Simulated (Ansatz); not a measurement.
Run on fcc Pd (110), 6 layers: DFT, PBE, PAW with Ansatz's default frozen-core files, scalar-relativistic (Ansatz 0.2.0).

The slab is cut from a bulk crystal relaxed on PAW files (its atoms may have been relaxed since).

Command: `ansatz run input.yaml --threads 2 --pin off --max-ram 4096MiB --backend cpu --events-out ev --progress --plain --runs-dir out` It took 14 s on 2 threads of Intel(R) Xeon(R) 6975P-C (Granite Rapids), on a shared host, peak memory 0.73 GiB.

```yaml
crystal:
  lattice:
    - [2.790317177, 0.0, 0.0]
    - [0.0, 3.946104395, 0.0]
    - [0.0, 0.0, 22.9758]
  atoms:
    - { symbol: Pd, position: [0.25, 0.25, 0.3481925996] }
    - { symbol: Pd, position: [0.75, 0.75, 0.4089155597] }
    - { symbol: Pd, position: [0.25, 0.25, 0.4696385199] }
    - { symbol: Pd, position: [0.75, 0.75, 0.5303614801] }
    - { symbol: Pd, position: [0.25, 0.25, 0.5910844403] }
    - { symbol: Pd, position: [0.75, 0.75, 0.6518074004] }
kpoints:
  mp_grid: { grid: [12, 8, 1] }
scf:
  occupations: { method: fermi_dirac, width: 0.1 }
hamiltonian:
  xc: pbe
  pseudopotentials: { kind: paw }
output:
  forces: true
  stress: true
  eigenvalues: true
  populations: true
efield:
  axis: 3
  amplitude: 0
  dipole_correction: true
```

Output:

```
Engine: ansatz 0.2.0
Pseudopotentials: kind: paw
Pseudopotential: Pd, paw, valence charge 18, recommended cutoff 420 eV (normal), Pd.paw.azcp
Functional definition: PBE
  parameter kappa = 0.804
  parameter beta = 0.06672455060314922
  exchange = pbe_x(kappa = kappa, mu = beta*pi^2/3)
  correlation = pbe_c(beta = beta)
Crystal: 6 atoms, lattice volume = 252.984 Å³
Basis set: ecut = 420 eV, 4941 PW (Γ), exchange–correlation on 40×54×320 points (8 copies of the dense FFT grid, shifted against one another)
Bands: 65, of which v1, the nominal top of the filled ones, is band 54 counted from 1 (53 counted from 0)
Symmetry: 4 space group operations
k-points: 35 of 96
Non-local potential: Pd, projectors of the file, l = 0: 2, l = 1: 2, l = 2: 2, l = 3: 1
PAW form: soft (Blöchl's): semilocal exchange-correlation on the pseudo side does not see the compensation charge
PAW one-centre angular grid: Pd, 590 points (default); XC on 64 Gauss nodes
Initial density: superposition of atomic densities (neutral atoms: chi_scale 0, normalization atom), corrected by the library's trained network
Initial wavefunctions: pseudopotential atomic-orbital guess
Functional: x = pbe(κ = 0.804, μ = 0.2195149727645171), c = pbe(β = 0.06672455060314922)
SCF iter   1: F=—  HF=-41835.069899 eV  |F-HF|=—  |Δ(HF+E_count)|=         —  Δρ=7.93e-3  dr2=1.04e0  ethr=1.77e-3  p=0.000 e·Å  D=1.25e-13 V/Å  ΔV_dip=-0.00 eV  dr2_dipole=2.42e-8  V_vac-E_F(+/−)=4.56/4.56 eV  ⟨swp⟩=7.3  Hψ=9037  notcnv=0  defer=35
efield: sawtooth ramp at fractional position 0.9500 (placed from the atoms, in the widest stretch of the axis that holds none; the zero of the levels goes with the place), width 0.1000; the density the first Hamiltonian is built on has a dipole p = 0.000 e·Å; the dipole correction subtracts the counter field D = 1.25e-13 V/Å, which shifts the + side's vacuum level by -0.00 eV against the − side's; the planar-averaged density in the ramp window peaks in size at 7.1e-6 e/Å³
preconditioner: auto → LDOS  [metal: Δε(μ)=0.004 eV  Ē_g=6.485 eV  σ=0.100 eV  W_gap=0.01  n_scr=52 (ndim 8)  ℏωp=18.1 eV  f_vac=0.578  D(μ)=13.58/eV (n_scr^D=134)  β→1.0]
SCF iter   2: F=—  HF=-41835.052786 eV  |F-HF|=—  |Δ(HF+E_count)|=   1.71e-2  Δρ=5.29e-3  dr2=1.39e-1  ethr=9.60e-4  p=0.000 e·Å  D=2.58e-6 V/Å  ΔV_dip=-0.00 eV  dr2_dipole=5.18e-8  V_vac-E_F(+/−)=4.75/4.75 eV  ⟨swp⟩=2.6  Hψ=2856  notcnv=0  defer=86
SCF iter   3: F=—  HF=-41835.051930 eV  |F-HF|=—  |Δ(HF+E_count)|=   8.56e-4  Δρ=1.95e-3  dr2=7.45e-2  ethr=1.29e-4  p=0.000 e·Å  D=2.96e-6 V/Å  ΔV_dip=-0.00 eV  dr2_dipole=1.30e-9  V_vac-E_F(+/−)=4.73/4.73 eV  ⟨swp⟩=2.1  Hψ=3483  notcnv=0  defer=86
SCF iter   4: F=—  HF=-41835.048488 eV  |F-HF|=—  |Δ(HF+E_count)|=   3.44e-3  Δρ=9.03e-4  dr2=2.60e-3  ethr=6.90e-5  p=0.000 e·Å  D=2.36e-6 V/Å  ΔV_dip=-0.00 eV  dr2_dipole=3.66e-10  V_vac-E_F(+/−)=4.78/4.78 eV  ⟨swp⟩=2.2  Hψ=2836  notcnv=0  defer=86
SCF iter   5: F=—  HF=-41835.048723 eV  |F-HF|=—  |Δ(HF+E_count)|=   2.34e-4  Δρ=2.89e-4  dr2=3.34e-4  ethr=2.41e-6  p=0.000 e·Å  D=7.18e-7 V/Å  ΔV_dip=-0.00 eV  dr2_dipole=2.43e-11  V_vac-E_F(+/−)=4.79/4.79 eV  ⟨swp⟩=2.1  Hψ=3429  notcnv=0  defer=86
SCF iter   6: F=—  HF=-41835.048792 eV  |F-HF|=—  |Δ(HF+E_count)|=   6.96e-5  Δρ=1.37e-4  dr2=8.87e-5  ethr=3.09e-7  p=0.000 e·Å  D=3.40e-7 V/Å  ΔV_dip=-0.00 eV  dr2_dipole=3.92e-12  V_vac-E_F(+/−)=4.79/4.79 eV  ⟨swp⟩=1.9  Hψ=2970  notcnv=0  defer=86
SCF iter   7: F=—  HF=-41835.048838 eV  |F-HF|=—  |Δ(HF+E_count)|=   4.62e-5  Δρ=6.60e-5  dr2=2.32e-5  ethr=8.21e-8  p=0.000 e·Å  D=1.05e-7 V/Å  ΔV_dip=-0.00 eV  dr2_dipole=2.04e-11  V_vac-E_F(+/−)=4.79/4.79 eV  ⟨swp⟩=1.3  Hψ=2337  notcnv=0  defer=82
SCF iter   8: F=—  HF=-41835.048840 eV  |F-HF|=—  |Δ(HF+E_count)|=   1.47e-6  Δρ=2.09e-5  dr2=1.64e-6  ethr=2.15e-8  p=-0.000 e·Å  D=-9.48e-8 V/Å  ΔV_dip=0.00 eV  dr2_dipole=4.89e-12  V_vac-E_F(+/−)=4.79/4.79 eV  ⟨swp⟩=1.6  Hψ=2339  notcnv=0  defer=82
SCF iter   9: F=-41835.048841 eV  HF=-41835.048841 eV  |F-HF|=5.23e-8  |Δ(HF+E_count)|=   1.12e-6  Δρ=5.33e-6  dr2=9.41e-8  ethr=9.26e-11  p=-0.000 e·Å  D=-4.11e-8 V/Å  ΔV_dip=0.00 eV  dr2_dipole=7.94e-15  V_vac-E_F(+/−)=4.79/4.79 eV  ⟨swp⟩=14.0  Hψ=12082  notcnv=0
SCF 1 converged in 9 iterations: F = -41835.048841 eV  dr2 = 9.41e-8
  greatest PAW one-centre occupation: 0.999 electrons in one spin orbital (limit 2), on the Pd atom at site 0 (counted from 0), in its partial waves of l = 0
SCF converged after 9 iterations
Free energy (F): -41835.048841 eV
Harris-Foulkes:  -41835.048841 eV  (|F-HF|=5.23e-8)
Internal energy: -41834.608997 eV  (E = F + TS)
E sigma→0 (E₀):  -41834.828919 eV
Entropy (-TS):   -0.439844 eV (-73.307 meV/atom)
Fermi energy:    3.789198 eV
Dipole field:    D = 0.000000 V/Å  (p = 0.000000 e·Å, saw-weighted, corrected)
Work function:   Φ+ = 4.7892 eV   Φ− = 4.7892 eV
Levels:          The Fermi level and band energies are counted from a zero that moves with the ramp; work functions are not
--- Per-component energies (eV) ---
  E_band       = -2508.201058
  E_kinetic    = 3077.277783
  E_local      = -160488.910926  (includes V_loc(G=0)·N_el)
  E_nonlocal   = 1306.714541
  E_hartree    = 78419.116153
  E_xc         = -1006.383634
  E_vxc        = -1261.745314  (∫ρ·V_xc dr)
  E_paw        = -22503.559550  (= ΣΔE_a)
  E_vpaw       = -1979.808954  (= ΣTr[D̂ρ^β])
  E_aug_tail   = 0.001249  (compensation charges beyond the density's cutoff)
  E_efield     = 0.000000  (sawtooth field / dipole correction)
  E_vefield    = 0.000000  (∫n·V_field dr)
  E_ewald      = 59361.135387
  E_smearing   = -0.439844  (= −TS)
  E_closure    = 0.000000  (closes the sum)
  Σ components = -41835.048841   (vs F -41835.048841, Δ=0.00e0)
--- Forces (eV/Å), atoms counted from 1 ---
  atom   1  Pd     0.00000000    -0.00000000     0.47297958
  atom   2  Pd    -0.00000000     0.00000000    -0.39435253
  atom   3  Pd    -0.00000000     0.00000000    -0.14667915
  atom   4  Pd     0.00000000     0.00000000     0.14668329
  atom   5  Pd     0.00000000    -0.00000000     0.39435100
  atom   6  Pd    -0.00000000     0.00000000    -0.47298170
  max |Σ_I F_I| component: 4.81e-7 eV/Å
--- Stress (GPa, compression-positive) ---
       -2.059215       0.000000      -0.000000
        0.000000      -1.897163       0.000000
       -0.000000       0.000000      -0.913931
  P = ⅓ Tr σ = -1.6234 GPa (-16.234 kbar)
--- Band table (eV; the first three rows and the last of 35) ---
  k-point 0: bands = ["-80.2319", "-80.2004", "-80.1043", "-80.1028", "-79.5718", "-79.5718", "-46.0651", "-45.9699", "-45.9448", "-45.9388", "-45.8926", "-45.8327", "-45.8285", "-45.7849", "-45.7710", "-45.7512", "-45.7486", "-45.7367", "-45.3193", "-45.3193", "-45.2899", "-45.2898", "-45.2367", "-45.2354", "-2.5109", "-1.1841", "-0.9750", "-0.6103", "-0.3602", "-0.0050", "0.2675", "0.5587", "0.7198", "0.7345", "1.1783", "1.1784", "1.3035", "1.3165", "1.5180", "1.5908", "1.6862", "1.8480", "2.1938", "2.2130", "2.5244", "2.5255", "2.6160", "2.6992", "2.8045", "2.9974", "3.2084", "3.2990", "3.6010", "3.6446", "3.7111", "3.7632", "4.0006", "5.1073", "7.0496", "8.1742", "8.5039", "8.6128", "10.0068", "10.0932", "10.4825"]
  k-point 1: bands = ["-80.2304", "-80.2012", "-80.1045", "-80.1030", "-79.5719", "-79.5719", "-46.0604", "-45.9980", "-45.9487", "-45.9122", "-45.8889", "-45.8287", "-45.8223", "-45.8075", "-45.7579", "-45.7520", "-45.7505", "-45.7390", "-45.3197", "-45.3197", "-45.2906", "-45.2904", "-45.2357", "-45.2347", "-2.3430", "-1.1245", "-0.9023", "-0.5502", "-0.3802", "-0.1640", "0.1362", "0.5512", "0.8362", "1.0703", "1.0723", "1.2183", "1.3420", "1.5035", "1.5857", "1.6846", "1.6909", "1.7685", "1.9688", "2.3045", "2.4187", "2.5911", "2.6287", "2.7131", "2.8433", "3.0003", "3.1506", "3.4592", "3.4686", "3.5800", "3.7306", "3.8334", "3.9238", "5.1623", "7.1096", "7.2703", "8.6271", "8.7534", "9.3128", "10.1197", "10.1394"]
  k-point 2: bands = ["-80.2264", "-80.2039", "-80.1049", "-80.1037", "-79.5720", "-79.5720", "-46.0513", "-46.0268", "-45.9612", "-45.8786", "-45.8736", "-45.8390", "-45.8306", "-45.8047", "-45.7550", "-45.7542", "-45.7500", "-45.7446", "-45.3206", "-45.3206", "-45.2921", "-45.2918", "-45.2337", "-45.2330", "-1.8716", "-1.0179", "-0.7227", "-0.6119", "-0.3880", "-0.1379", "0.0195", "0.6973", "0.9751", "0.9800", "1.2979", "1.3696", "1.4152", "1.4796", "1.5682", "1.6491", "1.7368", "2.0630", "2.1747", "2.3080", "2.3544", "2.4620", "2.6035", "2.8365", "2.9847", "3.0507", "3.1681", "3.1772", "3.5568", "3.6539", "3.7554", "3.7843", "3.8698", "5.3378", "5.6176", "7.1538", "7.4569", "8.5769", "9.1577", "9.4189", "10.4497"]
  k-point 34: bands = ["-80.1991", "-80.1991", "-80.0900", "-80.0900", "-79.5569", "-79.5569", "-46.0967", "-46.0967", "-45.9880", "-45.9880", "-45.9299", "-45.9299", "-45.8611", "-45.8611", "-45.8252", "-45.8252", "-45.7409", "-45.7409", "-45.4938", "-45.4938", "-45.2792", "-45.2792", "-45.2210", "-45.2210", "-0.8066", "-0.8066", "0.0498", "0.0498", "0.0560", "0.0560", "0.6577", "0.6577", "0.9275", "0.9275", "1.0382", "1.0382", "1.1875", "1.1875", "1.4393", "1.4393", "2.1179", "2.1179", "2.2954", "2.2954", "2.7895", "2.7895", "3.2422", "3.2422", "3.7207", "3.7207", "3.7888", "3.7888", "3.9090", "3.9090", "5.9659", "5.9659", "8.1918", "8.1918", "10.6526", "10.6526", "10.8017", "10.8017", "10.9327", "10.9327", "11.6868"]
--- Löwdin populations: 6 sites ---
  site symbol       q [e]
     0     Pd     17.4101
     1     Pd     17.3739
     2     Pd     17.3594
     3     Pd     17.3594
     4     Pd     17.3739
     5     Pd     17.4101
  spilling = 0.034381 (of n_electrons = 108.000000)
```

populations.tsv:

```
# site	symbol	l	j	q
# orbitals = lowdin
# n_electrons = 108.000000
# spilling = 0.034381
0	Pd	0_4S	-	1.999259
0	Pd	1_4P	-	5.999258
0	Pd	2_4D	-	9.411560
1	Pd	0_4S	-	1.998989
1	Pd	1_4P	-	5.998999
1	Pd	2_4D	-	9.375909
2	Pd	0_4S	-	1.998906
2	Pd	1_4P	-	5.998964
2	Pd	2_4D	-	9.361569
3	Pd	0_4S	-	1.998906
3	Pd	1_4P	-	5.998964
3	Pd	2_4D	-	9.361569
4	Pd	0_4S	-	1.998989
4	Pd	1_4P	-	5.998999
4	Pd	2_4D	-	9.375909
5	Pd	0_4S	-	1.999259
5	Pd	1_4P	-	5.999258
5	Pd	2_4D	-	9.411561
```

Next run (atoms relaxed), as changes to the input before:

```diff
   eigenvalues: true
-  populations: true
+  write_density: true
+  write_potential: true
+  elf: true
+  volumetric_format: npy
+relax:
+  f_tol: 0.01
+  max_steps: 40
 efield:
```

Command: `ansatz run input.yaml --threads 2 --pin off --max-ram 4096MiB --backend cpu --events-out ev --progress --plain --runs-dir out` It took 71 s on 2 threads of Intel(R) Xeon(R) 6975P-C (Granite Rapids), on a shared host, peak memory 0.76 GiB.

Results part of the output:

```
Warning: output.stress: scf.convergence.dr2_threshold = 1e-7 eV (the SCF's general default) is looser than the 6e-10 eV advised for a printed stress (1e-10 eV for each atom of the cell: 6). What an SCF threshold leaves in a stress goes as its square root, and in the free energy as the threshold itself, and one threshold admits the most on a small cell: of the crystals measured, under no hybrid fun
WARN: The input density's exchange-correlation potential varies sharply where the density is thin. Do not read a vacuum level from v_tot or v_xc, or from such a field of the output density. On a cell that repeats whose density bears no net charge and no dipole along the vacuum's axis use v_es (v_loc + v_h of the components); under efield.dipole_correction with no amplitude use v_es + v_field, which holds any external_charges[].barrier, or the levels of the report's work_function block, which leave it out; under a non-zero efield.amplitude the vacuum is tilted and has no level; on a cell that repeats and bears such a dipole with no correction it is tilted too, and efield.dipole_correction with no amplitude gives each side of its ramp a level where efield: is served; in a cell that repeats whose density bears a net charge (total_charge, or a fill off its count) it is curved and has none; of a slab under crystal.periodic whose density bears no net charge use v_es, which has a level on each side, short of where the two are joined; of another it falls or rises all the way out and has none; of a slab beside external_charges read slab_vacuum_level instead, which it has where they leave it neutral. The grid or the basis barely resolves most such structure, and the values can differ between equally converged runs; as a rule a tighter scf.convergence.dr2_threshold does not remove it. Where the density itself ripples (under the LDA too) a higher basis.ecutwfc lessens it. The files hold the spikes' plane waves up to the density's cutoff. Files: v_tot and the like, and their columns of v_z.tsv (output.write_potential); v_xc and the like, and their columns of v_comp_z.tsv (output.write_potential_components); where files of the output density stand in their place, no point of their own thin density is over the threshold below, and this is of outcome.potential() and, of a run that writes arrays (npy), the arrays of these names. Measured: with its Gaussian average of σ = 0.25 Å subtracted twice, the exchange-correlation potential is over 0.1 eV at 4 of the grid points where the equally averaged density (valence and model cores) is under 1e-3 e/Å³, and 0.110 eV at the most among them, at an averaged density of 6.6e-8 e/Å³. See output.write_potential in the manual, Limitations
SCF converged after 8 iterations
Free energy (F): -41835.105476 eV
Harris-Foulkes:  -41835.105476 eV  (|F-HF|=2.88e-9)
Internal energy: -41834.674912 eV  (E = F + TS)
E sigma→0 (E₀):  -41834.890194 eV
Entropy (-TS):   -0.430563 eV (-71.761 meV/atom)
Fermi energy:    3.809823 eV
[... lines left out ...]
--- Relaxed structure (4 steps of the walk, 4 accepted, 0 SCFs on fresh bases) ---
  F+E_penalty+E_count = -41835.10547562 eV   max|allowed force component| = 2.369e-3 eV/Å
  atoms:
    - { symbol: Pd, position: [0.25, 0.24999999999999997, 0.352025399312728] }
    - { symbol: Pd, position: [0.75, 0.75, 0.4072897128709671] }
    - { symbol: Pd, position: [0.25, 0.24999999999999997, 0.47002049479675784] }
    - { symbol: Pd, position: [0.75, 0.75, 0.5299795078195934] }
    - { symbol: Pd, position: [0.25, 0.24999999999999997, 0.592710286549746] }
    - { symbol: Pd, position: [0.75, 0.75, 0.647974598650208] }
```

Next run (field of 0.2 V/Å along the normal), as changes to the input before:

```diff
   atoms:
-    - { symbol: Pd, position: [0.25, 0.25, 0.3481925996] }
-    - { symbol: Pd, position: [0.75, 0.75, 0.4089155597] }
-    - { symbol: Pd, position: [0.25, 0.25, 0.4696385199] }
-    - { symbol: Pd, position: [0.75, 0.75, 0.5303614801] }
-    - { symbol: Pd, position: [0.25, 0.25, 0.5910844403] }
-    - { symbol: Pd, position: [0.75, 0.75, 0.6518074004] }
+    - { symbol: Pd, position: [0.25, 0.25, 0.3520253993] }
+    - { symbol: Pd, position: [0.75, 0.75, 0.4072897129] }
+    - { symbol: Pd, position: [0.25, 0.25, 0.4700204948] }
+    - { symbol: Pd, position: [0.75, 0.75, 0.5299795078] }
+    - { symbol: Pd, position: [0.25, 0.25, 0.5927102866] }
+    - { symbol: Pd, position: [0.75, 0.75, 0.6479745986] }
 kpoints:
   eigenvalues: true
-  write_density: true
-  write_potential: true
-  elf: true
-  volumetric_format: npy
-relax:
-  f_tol: 0.01
-  max_steps: 40
 efield:
   axis: 3
-  amplitude: 0
+  amplitude: 0.2
   dipole_correction: true
```

Command: `ansatz run input.yaml --threads 2 --pin off --max-ram 4096MiB --backend cpu --events-out ev --progress --plain --runs-dir out` It took 23 s on 2 threads of Intel(R) Xeon(R) 6975P-C (Granite Rapids), on a shared host, peak memory 0.72 GiB.

Results part of the output:

```
SCF 1 converged in 13 iterations: F = -41835.117106 eV  dr2 = 8.92e-9
  greatest PAW one-centre occupation: 0.999 electrons in one spin orbital (limit 2), on the Pd atom at site 5 (counted from 0), in its partial waves of l = 0
SCF converged after 13 iterations
Free energy (F): -41835.117106 eV
Harris-Foulkes:  -41835.117106 eV  (|F-HF|=4.66e-8)
Internal energy: -41834.686485 eV  (E = F + TS)
E sigma→0 (E₀):  -41834.901796 eV
Entropy (-TS):   -0.430621 eV (-71.770 meV/atom)
Fermi energy:    3.806878 eV
Dipole field:    D = 0.083200 V/Å  (p = 0.116321 e·Å, saw-weighted, corrected)
Work function:   not extracted (applied field tilts the vacuum); planar V_es + V_field profile in the machine report
Levels:          The Fermi level and band energies are counted from a zero that moves with the ramp; work functions are not
[... lines left out ...]
  atom   6  Pd     0.00000000     0.00000000     0.00129878
  max |Σ_I F_I| component: 2.76e-6 eV/Å
--- Stress (GPa, compression-positive) ---
       -1.427888       0.000000       0.000000
        0.000000      -0.858534       0.000000
        0.000000       0.000000       0.012890
  P = ⅓ Tr σ = -0.7578 GPa (-7.578 kbar)
--- Band table (eV; the first three rows and the last of 35) ---
  k-point 0: bands = ["-80.2069", "-80.1742", "-80.1277", "-80.1262", "-79.6769", "-79.6763", "-46.0434", "-45.9613", "-45.9594", "-45.9301", "-45.8725", "-45.8694", "-45.8125", "-45.7891", "-45.7814", "-45.7713", "-45.7586", "-45.7558", "-45.4076", "-45.4074", "-45.4014", "-45.4004", "-45.3341", "-45.3316", "-2.5377", "-1.3001", "-0.9968", "-0.6209", "-0.4959", "-0.0946", "0.1510", "0.5190", "0.7060", "0.7228", "1.1420", "1.1894", "1.2632", "1.2789", "1.4919", "1.5625", "1.6791", "1.7280", "2.1701", "2.2105", "2.3158", "2.3898", "2.5998", "2.6634", "2.7121", "2.8945", "3.2238", "3.2305", "3.5345", "3.6219", "3.7642", "3.8403", "4.0468", "5.1361", "7.2130", "8.1105", "8.1357", "8.9183", "9.9486", "10.3792", "10.4099"]
  k-point 1: bands = ["-80.2054", "-80.1749", "-80.1281", "-80.1264", "-79.6770", "-79.6765", "-46.0367", "-45.9958", "-45.9517", "-45.9197", "-45.8655", "-45.8506", "-45.8144", "-45.8113", "-45.7718", "-45.7664", "-45.7617", "-45.7596", "-45.4084", "-45.4082", "-45.4028", "-45.4017", "-45.3324", "-45.3304", "-2.3689", "-1.2309", "-0.9245", "-0.5604", "-0.4785", "-0.2719", "0.0414", "0.4747", "0.7702", "1.0107", "1.0824", "1.1577", "1.3306", "1.4889", "1.5426", "1.5769", "1.7325", "1.8168", "1.8611", "2.2039", "2.2851", "2.5791", "2.5931", "2.6404", "2.7209", "2.9200", "3.1031", "3.4124", "3.4716", "3.5627", "3.7861", "3.8925", "3.9611", "5.1935", "7.2342", "7.2743", "8.2382", "9.0379", "9.2536", "10.0790", "10.3937"]
  k-point 2: bands = ["-80.2010", "-80.1772", "-80.1288", "-80.1271", "-79.6773", "-79.6768", "-46.0238", "-46.0217", "-45.9753", "-45.8839", "-45.8545", "-45.8430", "-45.8212", "-45.8089", "-45.7734", "-45.7698", "-45.7688", "-45.7620", "-45.4102", "-45.4101", "-45.4057", "-45.4044", "-45.3288", "-45.3277", "-1.8944", "-1.0963", "-0.7387", "-0.6672", "-0.4025", "-0.2756", "-0.1042", "0.5902", "0.8702", "0.9053", "1.3013", "1.3074", "1.4279", "1.4514", "1.5768", "1.5862", "1.6044", "1.9980", "2.0372", "2.2626", "2.3971", "2.4813", "2.4856", "2.8058", "2.9429", "2.9828", "3.1327", "3.1414", "3.5212", "3.7199", "3.7816", "3.8266", "3.9103", "5.3746", "5.5895", "7.1892", "7.5174", "8.5341", "8.8903", "9.7336", "10.3794"]
  k-point 34: bands = ["-80.1738", "-80.1714", "-80.1143", "-80.1134", "-79.6624", "-79.6619", "-46.0753", "-46.0747", "-45.9969", "-45.9963", "-45.9224", "-45.9192", "-45.8911", "-45.8909", "-45.8260", "-45.8250", "-45.7601", "-45.7581", "-45.5707", "-45.5705", "-45.3955", "-45.3945", "-45.3188", "-45.3186", "-0.8295", "-0.8294", "-0.0367", "-0.0366", "0.0215", "0.0218", "0.6288", "0.6293", "0.7754", "0.7778", "1.0346", "1.0346", "1.1502", "1.1529", "1.3908", "1.3915", "1.9992", "1.9995", "2.2161", "2.2164", "2.7289", "2.7297", "3.1723", "3.1727", "3.7422", "3.7430", "3.7810", "3.7814", "3.9107", "3.9129", "5.9181", "5.9202", "8.1247", "8.1282", "10.7117", "10.7208", "10.8142", "10.8352", "10.9278", "10.9769", "11.6858"]
```
